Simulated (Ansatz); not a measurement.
Nb$_{3}$Ir:
```xyz
8
Lattice="5.1499 0.0000 0.0000 0.0000 5.1499 0.0000 0.0000 0.0000 5.1499" Properties=species:S:1:pos:R:3 pbc="T T T"
Nb     2.5750     1.2875     0.0000
Nb     2.5750     3.8624     0.0000
Nb     1.2875     0.0000     2.5750
Nb     3.8624     0.0000     2.5750
Nb     0.0000     2.5750     1.2875
Nb     0.0000     2.5750     3.8624
Ir     2.5750     2.5750     2.5750
Ir     0.0000     0.0000     0.0000
```

Relaxed with r²SCAN. Special points in fractions of this cell's reciprocal vectors: Γ (0.000, 0.000, 0.000); X (0.000, 0.500, 0.000); M (0.500, 0.500, 0.000); R (0.500, 0.500, 0.500).

**Question.** List the band energies nearest the Fermi level at these points for plane-wave PAW r²SCAN (Ansatz code).

**Answer.** In eV from the Fermi level; about four levels below and three above (degenerate sets whole), none deeper than 8.9 eV; points with the same levels are listed once.

```tsv
k	below	above
Γ	-1.46 -1.46 -1.04 -1.04 -1.04	0.64 0.64 1.08 1.08 1.08
X	-0.54 -0.54 -0.38 -0.38	0.25 0.25 0.45 0.45
M	-0.20 -0.20 -0.02 -0.02	0.94 1.16 1.39 1.39
R	-0.78 -0.78 -0.78 -0.78 -0.78 -0.78	1.28 1.28 1.28 1.28 1.28 1.28
```

Space group Pm-3n (A15 (Cr3Si type)). The first step of the workflow began from a Materials Project structure, measured or hypothetical; the Crystallography Open Database files this formula in space group No. 223, but the cells were not matched. Its standing as an ambient phase is unchecked. The cell was relaxed with r²SCAN under the symmetry of its start; its stability against distortions is not shown here. No spin polarisation was allowed. Scalar-relativistic: spin–orbit coupling is off unless named, which matters more the heavier the elements.

Potentials: the later of the program's two PAW sets.
